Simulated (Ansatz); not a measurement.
Relaxed-ion elastic tensor of GeMo2C in space group P6_3/mmc (No. 194; Ge on 2d, Mo on 4f, C on 2a) in GPa (Voigt order), r²SCAN in the plane-wave PAW code Ansatz; density 8.64 g/cm³, 13.28 Å³ per atom.

```
 306   160   193   0.0   0.0   0.0
 160   306   193   0.0   0.0   0.0
 193   193   327   0.0   0.0   0.0
 0.0   0.0   0.0   114   0.0   0.0
 0.0   0.0   0.0   0.0   114   0.0
 0.0   0.0   0.0   0.0   0.0  72.8
```

Q: Is the crystal mechanically stable?

A: Yes: the smallest eigenvalue of C is 72.8 GPa.

Q: Work out the Voigt, Reuss and Hill averages.

A: K_V = 226, K_R = 224, K_H = 225; G_V = 86.5, G_R = 80.2, G_H = 83.3 GPa.

Q: Give Young's modulus, Poisson's ratio, Pugh's ratio and the universal anisotropy index.

A: E = 9KG/(3K + G) = 223 GPa; ν = 0.34; K/G = 2.70 (ductile by the Pugh limit of 1.75); A_U = 5G_V/G_R + K_V/K_R − 6 = 0.40.

Q: Estimate the sound speeds and the Debye temperature.

A: v_l = √((K + 4G/3)/ρ) = 6240 m/s, v_t = √(G/ρ) = 3100 m/s, mean 3480 m/s; Θ = (h/k)(3n/4πV)^(1/3) v_m = 438 K.

Q: Solve the Christoffel equation for the three sound speeds along x, y, z.

A: Eigenvalues of C_ijkl n_j n_l equal ρv². In km/s, slowest first: x 2.90, 3.64, 5.95; y 2.90, 3.64, 5.95; z 3.64, 3.64, 6.15.

Q: How much does each axis shrink under pressure?

A: Linear compressibilities β_i = Σ_j S_ij (j = 1 to 3): x 1.7, y 1.7, z 1.0 per TPa.

The start of the workflow was typed in or built on a structure type; neither database checked (COD, Materials Project) lists it. Whether it is the stable phase at ambient conditions was not checked. The r²SCAN relaxation kept the symmetry of its start; its stability against distortions is not shown here. The run is not spin-polarised. As this level gives no gap, shear constants depend on the k-mesh and smearing (Fermi–Dirac, 0.1 eV here).

Potentials: the earlier of the program's two PAW sets.
